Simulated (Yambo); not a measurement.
BSE-type run in Yambo on LiO2H3 (space group P-1, No. 2, within 0.06 Å of C2/m), at zero momentum.

Quantum ESPRESSO step (LDA, PseudoDojo standard norm-conserving files, scalar-relativistic):
```
&CONTROL
  calculation = 'nscf'
  pseudo_dir = './pseudo'
  outdir = './out'
/
&SYSTEM
  ibrav = 0
  nat = 12
  ntyp = 3
  ecutwfc = 84.0
  ecutrho = 336.0
  occupations = 'fixed'
  force_symmorphic = .true.
  nbnd = 54
/
&ELECTRONS
  conv_thr = 1.2000000000000002e-08
  diago_full_acc = .true.
  diago_thr_init = 1e-08
/
ATOMIC_SPECIES
H 1.0080 H.upf
Li 6.9400 Li.upf
O 15.9990 O.upf
CELL_PARAMETERS angstrom
  3.127930000000   0.000000000000   0.000000000000
 -1.260018000000   5.354833000000   0.000000000000
 -1.298563000000  -0.912274000000   5.275333000000
ATOMIC_POSITIONS crystal
H   0.640210000000   0.482150000000   0.244660000000
H   0.359790000000   0.517850000000   0.755340000000
H   0.357700000000   0.255870000000   0.016830000000
H   0.642300000000   0.744130000000   0.983170000000
H   0.182570000000   0.764270000000   0.268600000000
H   0.817430000000   0.235730000000   0.731400000000
Li   0.000950000000   0.152200000000   0.346180000000
Li   0.999050000000   0.847800000000   0.653820000000
O   0.498810000000   0.293630000000   0.205650000000
O   0.501190000000   0.706370000000   0.794350000000
O   0.891320000000   0.785080000000   0.286650000000
O   0.108680000000   0.214920000000   0.713350000000
K_POINTS automatic
8 4 4 0 0 0
```

Yambo input:
```
rim_cut
optics
bse
bss
dipoles
em1s
RandQpts= 1000000
RandGvec= 1 Ry
FFTGvecs= 40 Ry
Chimod= "HARTREE"
BSKmod= "SEX"
BSEmod= "resonant"
BSSmod= "hs"
BSENGexx= 15 Ry
BSENGBlk= 5 Ry
% KfnQP_E
 3.175 | 1.0 | 1.0 |
%
% BSEQptR
 1 | 1 |
%
% BSEBands
 8 | 24 |
%
% BEnRange
 0.0 | 15.7 | eV
%
% BDmRange
 0.15 | 0.15 | eV
%
BEnSteps= 314
% BLongDir
 1.0 | 0.0 | 0.0 |
%
BSHayTrs= -0.02
BSSNEig= 24
WRbsWF
% BndsRnXs
 3 | 50 |
%
NGsBlkXs= 5 Ry
% LongDrXs
 1.0 | 1.0 | 1.0 |
%
```

From the report:

The dimension is k points × valence × conduction bands = 128 × 11 × 6 = 8448.
```
   [SLEPC] Approach                          : Krylov-Schur
   [SLEPC] Number of requested eigenvalues   :  24
   [SLEPC] Number of eigenvalues        [NEV]:  24
    [K] Dimension                                    :   8448
    [K] Bands                                        :   8  24
    [K] Exchange res                                 : yes
    [K] Correlation res                              : yes
    [K] W interaction is bare                        : no
    [K] RL vectors exchange                          :   595
    [K] RL vectors correlation                       :  109
    [W] Matrix size                                  :  109
    [W] Bands                                        :    3   50
    [W] Coulomb Cutoff                               : none
    [W] Hxc Kernel                                   : HARTREE
```
Lowest eigenvalues (eV; in brackets the number of states within 2 meV): 7.01 (1), 7.09 (1), 7.12 (1), 7.28 (1), 7.54 (1), 7.55 (1). They depend on the mesh, which isn't converged, and on the G0W0 scissor.

Geometry of the Materials Project entry, not relaxed at this level.

The structure is a Materials Project entry; no match was found in the copy of COD used, and its stability was not checked.

The distance between layers or molecules is the database entry's, not relaxed here. Functionals without dispersion can leave it too large, which widens gaps and weakens the response across layers: the numbers belong to this cell.
